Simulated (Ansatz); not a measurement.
BAs:
```
BAs
1.0
    3.36464     0.00000     0.00000
   -1.68232     2.91386     0.00000
    0.00000     0.00000     5.57364
B As
2 2
Direct
  0.33333   0.66667   0.37458
  0.66667   0.33333   0.87458
  0.33333   0.66667   0.00042
  0.66667   0.33333   0.50042
```

Plane-wave PAW r²SCAN (Ansatz code) gives a gap of 1.33 eV without spin–orbit coupling, maximum at Γ, minimum at M.

Q: What happens when spin–orbit coupling is switched on?

A: The gap decreases by 0.07 eV, to 1.26 eV; maximum at Γ, minimum at M.

Q: Give the electron effective mass with spin–orbit coupling.

A: 0.12, 1.2, 1.4 mₑ (principal values).

Q: Give the hole effective mass with spin–orbit coupling.

A: 0.23, 0.23, 0.50 mₑ (principal values).

Space group P6_3mc (wurtzite). The first step of the workflow began from a Materials Project structure, measured or hypothetical; the Crystallography Open Database copy checked does not list it. It is not the phase usual at ambient conditions (space group No. 216). Symmetry was held in the r²SCAN relaxation; whether a distortion lowers the energy is not shown.

Potentials: the earlier of the program's two PAW sets. The files were generated under PBE; for other functionals the program regenerates the frozen cores, and for LDA and PBEsol the local potential too.
